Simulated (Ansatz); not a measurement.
Input for Ansatz (plane-wave DFT, PAW):

```yaml
crystal:
  lattice:
    - [6.7439868524, 0.0, 0.0]
    - [-3.3719934262, 5.840463937, 0.0]
    - [0.0, 0.0, 3.54096268]
  atoms:
    - { symbol: Ge, position: [0.66666667, 0.33333333, 0.0] }
    - { symbol: Ge, position: [0.33333333, 0.66666667, 0.0] }
    - { symbol: Ge, position: [0.0, 0.0, 0.5] }
    - { symbol: Pt, position: [0.6218124, 0.0, 0.5] }
    - { symbol: Pt, position: [0.3781876, 0.3781876, 0.5] }
    - { symbol: Pt, position: [0.0, 0.6218124, 0.5] }
    - { symbol: Pt, position: [0.0, 0.28307249, 0.0] }
    - { symbol: Pt, position: [0.71692751, 0.71692751, 0.0] }
    - { symbol: Pt, position: [0.28307249, 0.0, 0.0] }
basis:
  ecutwfc: 420
kpoints:
  mp_grid: { grid: [6, 6, 10] }
hamiltonian:
  xc: pbesol
scf:
  occupations: { method: gaussian, width: 0.1 }
output:
  forces: true
  stress: true
  eigenvalues: true
  write_density: true
  write_potential: true
  elf: true
  volumetric_format: npy
relax:
  adjacent_minimum: "off"
  f_tol: 0.01
  max_steps: 40
```

Run as
```bash
ansatz run input.yaml --threads 2 --pin off --max-ram 5120MiB --backend cpu --events-out ev --progress --plain --runs-dir out
```

These are results of DFT PBEsol, scalar-relativistic, plane waves, PAW in Ansatz, not measurements.

From the run's log, abridged (final results; tables in files aren't shown):

```
SCF converged after 6 iterations
Free energy (F): -87066.766125 eV
Harris-Foulkes:  -87066.766125 eV  (|F-HF|=1.89e-10)
Internal energy: -87066.758496 eV  (E = F + TS)
E sigma→0 (E₀):  -87066.762310 eV
Entropy (-TS):   -0.007629 eV (-0.848 meV/atom)
Fermi energy:    19.626244 eV
--- Per-component energies (eV) ---
  E_band       = -1171.801955
  E_kinetic    = 4173.917783
  E_local      = -15409.055994  (includes V_loc(G=0)·N_el)
  E_nonlocal   = 2487.106337
  E_hartree    = 6143.706702
  E_xc         = -1789.472297
  E_vxc        = -2012.349508  (∫ρ·V_xc dr)
  E_paw        = -61844.073190  (= ΣΔE_a)
  E_vpaw       = -2698.835750  (= ΣTr[D̂ρ^β])
  E_aug_tail   = 0.002134  (compensation charges beyond the density's cutoff)
  E_ewald      = -20833.365668
  E_core_change = 4.475696  (= ΣΔE_core)
  E_smearing   = -0.007629  (= −TS)
--- Forces (eV/Å), atoms counted from 1 ---
  atom   1  Ge     0.00000000     0.00000000     0.00000000
  atom   2  Ge     0.00000000     0.00000000     0.00000000
  atom   3  Ge     0.00000000     0.00000000     0.00000000
  atom   4  Pt    -0.00387540     0.00000000     0.00000000
  atom   5  Pt     0.00193770     0.00335620     0.00000000
  atom   6  Pt     0.00193770    -0.00335620     0.00000000
  atom   7  Pt    -0.00448543     0.00776899     0.00000000
  atom   8  Pt    -0.00448543    -0.00776899     0.00000000
  atom   9  Pt     0.00897086     0.00000000     0.00000000
--- Stress (GPa, compression-positive) ---
       -3.184522       0.000000       0.000000
        0.000000      -3.184522       0.000000
        0.000000       0.000000      -3.935029
  P = ⅓ Tr σ = -3.4347 GPa (-34.347 kbar)
--- Band table (eV; the first three rows and the last of 42) ---
  k-point 0: bands = ["-78.9711", "-78.9704", "-78.9704", "-78.5047", "-78.5047", "-78.5047", "-33.2883", "-33.2883", "-33.2843", "-33.2677", "-33.2380", "-33.2380", "-33.0808", "-33.0631", "-33.0631", "-32.7911", "-32.7911", "-32.7851", "-32.7294", "-32.7294", "-32.7142", "-32.6439", "-32.6437", "-32.6437", "-5.2905", "-5.2805", "-5.2805", "-5.2722", "-5.2671", "-5.2615", "-5.2615", "-5.2416", "-5.2416", "-5.2397", "-5.2397", "-5.2300", "-5.2300", "-5.2225", "-5.2225", "7.1358", "9.3169", "9.7150", "12.9747", "12.9747", "13.0515", "13.0515", "14.0674", "14.1680", "14.1680", "14.3066", "14.4138", "15.3476", "15.3476", "15.4558", "15.4558", "15.8746", "15.8746", "16.1511", "16.2466", "16.2466 ...
  k-point 1: bands = ["-78.9711", "-78.9704", "-78.9704", "-78.5047", "-78.5047", "-78.5047", "-33.2885", "-33.2885", "-33.2834", "-33.2666", "-33.2381", "-33.2381", "-33.0807", "-33.0666", "-33.0666", "-32.7899", "-32.7899", "-32.7862", "-32.7293", "-32.7293", "-32.7169", "-32.6446", "-32.6432", "-32.6432", "-5.2882", "-5.2810", "-5.2810", "-5.2703", "-5.2653", "-5.2614", "-5.2614", "-5.2419", "-5.2419", "-5.2405", "-5.2405", "-5.2297", "-5.2297", "-5.2225", "-5.2225", "7.2595", "9.3744", "9.7466", "13.0765", "13.0765", "13.1293", "13.1293", "14.0088", "14.1356", "14.1356", "14.2999", "14.4153", "15.1797", "15.1797", "15.4009", "15.4009", "15.7520", "15.7520", "16.0286", "16.2614", "16.2614 ...
  k-point 2: bands = ["-78.9710", "-78.9704", "-78.9704", "-78.5047", "-78.5046", "-78.5046", "-33.2893", "-33.2893", "-33.2811", "-33.2635", "-33.2382", "-33.2382", "-33.0805", "-33.0755", "-33.0755", "-32.7888", "-32.7872", "-32.7872", "-32.7291", "-32.7291", "-32.7240", "-32.6466", "-32.6418", "-32.6418", "-5.2824", "-5.2824", "-5.2822", "-5.2655", "-5.2612", "-5.2612", "-5.2606", "-5.2431", "-5.2431", "-5.2423", "-5.2423", "-5.2292", "-5.2292", "-5.2226", "-5.2226", "7.6197", "9.5272", "9.8321", "13.2781", "13.2781", "13.3499", "13.3499", "13.8498", "14.0256", "14.0256", "14.1746", "14.4250", "15.0969", "15.0969", "15.1534", "15.1534", "15.7040", "15.7643", "15.7643", "16.0891", "16.0891 ...
  k-point 41: bands = ["-78.9708", "-78.9702", "-78.9702", "-78.5046", "-78.5046", "-78.5045", "-33.2908", "-33.2908", "-33.2737", "-33.2601", "-33.2369", "-33.2369", "-33.1026", "-33.0865", "-33.0865", "-32.7923", "-32.7923", "-32.7735", "-32.7365", "-32.7318", "-32.7318", "-32.6439", "-32.6417", "-32.6417", "-5.2858", "-5.2858", "-5.2666", "-5.2603", "-5.2603", "-5.2504", "-5.2504", "-5.2483", "-5.2464", "-5.2464", "-5.2446", "-5.2290", "-5.2253", "-5.2253", "-5.2222", "9.4773", "9.7526", "9.7526", "12.0405", "12.8203", "12.8203", "14.1014", "14.1014", "14.4131", "14.6372", "14.6551", "14.6551", "14.8340", "15.0843", "15.0843", "15.5821", "15.6061", "15.6061", "16.0016", "16.1171", "16.117 ...
--- Relaxed structure (2 steps of the walk, 2 accepted, 0 SCFs on fresh bases) ---
  F+E_penalty+E_count = -87066.76612477 eV   max|allowed force component| = 8.971e-3 eV/Å
  atoms:
    - { symbol: Ge, position: [0.66666666, 0.33333333, 0.0] }
    - { symbol: Ge, position: [0.33333333, 0.66666666, 0.0] }
    - { symbol: Ge, position: [0.0, 0.0, 0.5] }
    - { symbol: Pt, position: [0.62217494, 0.0, 0.5] }
    - { symbol: Pt, position: [0.37782505, 0.37782505, 0.5] }
    - { symbol: Pt, position: [0.0, 0.62217494, 0.5] }
    - { symbol: Pt, position: [0.0, 0.28294088, 0.0] }
    - { symbol: Pt, position: [0.71705911, 0.71705911, 0.0] }
    - { symbol: Pt, position: [0.28294088, 0.0, 0.0] }
```

The relaxation met its thresholds.

The run took 68 s on 2 threads of Arm Neoverse V1, with other jobs on the host, peak memory 0.69 GiB.

Spin–orbit coupling is left out, which can shift energies with elements as heavy as these.